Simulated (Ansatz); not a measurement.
The relaxed structure here is a generated cell of Rh: the first start was made by placing the elements on the sites of a structure type, and the end was not matched to a known phase here, so it may be hypothetical. Known forms of Rh include space group No. 225.

A relaxed cell of Rh (Fmmm (No. 69)), relaxed on a k-mesh at least as fine as the one used below. All values below come from PBEsol (plane waves to 420 eV, PAW, scalar-relativistic; Ansatz, an electronic-structure program). Γ-centred k-mesh 7×14×14 on the run's cell (coarser than for final values), Fermi–Dirac smearing 0.05 eV.

```xyz
4
Lattice="0.0000 4.5127 9.5305 1.3229 0.0000 4.7653 1.3229 2.2564 0.0000" Properties=species:S:1:pos:R:3 pbc="T T T"
Rh     1.3229     2.2564     1.2222
Rh     1.3229     4.5127     5.9875
Rh     1.3229     2.2564     8.3083
Rh     1.3229     4.5127    13.0736
```

The atoms are displaced by (Å):

```
atom      ux      uy      uz
----  ------  ------  ------
Rh1    0.019  -0.110   0.014
Rh2    0.008   0.085  -0.098
Rh3   -0.131   0.114   0.107
Rh4   -0.160  -0.037   0.102
```

Task: What forces (eV/Å) and pressure result?

Result: 
| atom | Fx | Fy | Fz |
|---|---|---|---|
| Rh1 | -1.24 | 1.02 | 1.31 |
| Rh2 | 0.12 | -1.24 | 2.90 |
| Rh3 | 0.49 | -0.60 | -2.86 |
| Rh4 | 0.62 | 0.82 | -1.35 |

Pressure +6.8 GPa.

Task: Estimate the energy cost of the displacement in the harmonic approximation and compare with the calculation.

Result: For a harmonic well ΔE = −½ Σ F·u = 0.605 eV a cell, or 151 meV/atom. The calculated energy relative to the undisplaced cell is +0.14 eV/atom, so the harmonic estimate holds well.

The undisplaced cell is probably no minimum: from this displacement the run went on to R-3m (No. 166), 0.14 eV/atom below it.

No spin polarisation in the result.
